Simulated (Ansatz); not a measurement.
Input:

HgPt:
```
CELL_PARAMETERS angstrom
      2.94830     0.00000     0.00000
      0.00000     2.94830     0.00000
      0.00000     0.00000     3.85163
ATOMIC_POSITIONS crystal
  Hg 0.00000 0.00000 0.00000
  Pt 0.50000 0.50000 0.50000
```

This is the LDA-relaxed structure. Tensor components refer to the Cartesian frame of this cell.

### Question
All from LDA in the plane-wave PAW code Ansatz, unless another level is named. Give the bulk modulus (Birch–Murnaghan fit).

### Answer
195 GPa.

### Question
What about the highest zone-centre frequency?

### Answer
157 cm⁻¹.

### Question
Next, the elastic constants (relaxed ions, GPa)?

### Answer
C11 = 268, C12 = 141, C13 = 176, C33 = 237, C44 = 49.0, C66 = 29.0.

Space group P4/mmm (L1₀ or tetragonal B2). The workflow started from an entry of the Crystallography Open Database (COD). Its standing as an ambient phase is unchecked. The LDA relaxation kept the symmetry of its start; of distortions, only those at the zone centre were tested. No spin polarisation was allowed. As this level gives no gap, shear constants depend on the k-mesh and smearing (Fermi–Dirac, 0.1 eV here). As this level gives no gap, phonon frequencies hold no LO–TO term and depend on the k-mesh and smearing (Fermi–Dirac, 0.1 eV here). Spin–orbit coupling is left out wherever it is not named.

Potentials: the later of the program's two PAW sets.
